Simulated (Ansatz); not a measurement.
An elastic tensor (GPa, Voigt order, standard axes) from PBEsol in the plane-wave PAW code Ansatz:

```
 167  45.3  28.9   0.0   0.0   0.0
45.3   167  28.9   0.0   0.0   0.0
28.9  28.9   191   0.0   0.0   0.0
 0.0   0.0   0.0  44.9   0.0   0.0
 0.0   0.0   0.0   0.0  44.9   0.0
 0.0   0.0   0.0   0.0   0.0  60.9
```

Task: Which compound is it?
A. Si2W, P6_222 (Si on 6j, W on 3d)
B. SnGe, P-6m2 (Sn on 1a, Ge on 1f)
C. Hf2SiN, P6_3/mmc (Si on 2d, Hf on 4f, N on 2a)
D. SiGe, wurtzite

Result: D, SiGe, wurtzite

Space group P6_3mc (wurtzite). The workflow started from a Materials Project entry (that database holds measured and hypothetical structures alike); the Crystallography Open Database copy checked does not list it. Whether it is the stable phase at ambient conditions was not checked. The cell was relaxed with PBEsol under the symmetry of its start; whether a distortion lowers the energy is not shown.

Potentials: the earlier of the program's two PAW sets. The files were generated under PBE; for other functionals the program regenerates the frozen cores, and for LDA and PBEsol the local potential too.
